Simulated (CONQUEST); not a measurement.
Set-up for a self-consistent single point of TiO2 (I4_1/amd, 12 atoms in the cell; from Materials Project mp-390, changed as shown).

```xyz
12
Lattice="3.7053 0.0000 0.0000 0.0000 3.7053 0.0000 0.0000 0.0000 9.4187" Properties=species:S:1:pos:R:3 pbc="T T T"
Ti     0.0000     0.0000     0.0000
Ti     0.0000     1.8527     2.3547
Ti     1.8527     1.8527     4.7094
Ti     1.8527     0.0000     7.0641
O      0.0000     1.8527     4.3058
O      0.0000     0.0000     1.9511
O      1.8527     1.8527     2.7583
O      0.0000     1.8527     0.4036
O      1.8527     0.0000     9.0151
O      1.8527     1.8527     6.6605
O      0.0000     0.0000     7.4676
O      1.8527     0.0000     5.1130
```

Computed with PBE, numerical atomic orbitals double-zeta with polarisation (the shipped basis), PseudoDojo norm-conserving potentials made for PBE (CONQUEST).

CONQUEST settings:

```
setting                                         value
---------------------  ------------------------------
basis                                             DZP
Diag.MPMeshX, Y, Z                              5 5 2
potentials             PseudoDojo norm-conserving PBE
Grid.GridCutoff                                140 Ha
DM.SolutionMethod                              diagon
Diag.SmearingType                                   1
Diag.kT                                   0.000367 Ha
Diag.GammaCentred                                true
Diag.MPOrder                                        0
minE.SCTolerance                              1.0e-06
SC.MaxIters                                       100
SC.LinearMixingFactor                             0.3
AtomMove.TypeOfRun                             static
```

### Question
Estimate, at this level of theory: pressure and largest force (vector length).

### Answer
The run gave:

| Property | Value |
|---|---|
| Pressure | 21.70 GPa |
| Largest force (vector length) | 0.381 eV/Å |

For comparison: a first run was changed to give this one (volume scaled by 0.94), and from it to this one the free energy rises by 57.3 meV/atom, the pressure goes from 5.35 to 21.70 GPa and the largest force goes from under 0.1 to 0.38 eV/Å.

The program uses no crystal symmetry, so grid and mesh can part values that symmetry would make equal. The atom-centred basis is finite, which shifts total energies, pressures and forces against plane waves. The structure comes from a collection of computed structures, made at another level of theory; the collection holds predicted forms beside known ones. At this pressure the cell is far from its equilibrium volume at this level.

Cost on one core: roughly 100 core-seconds.
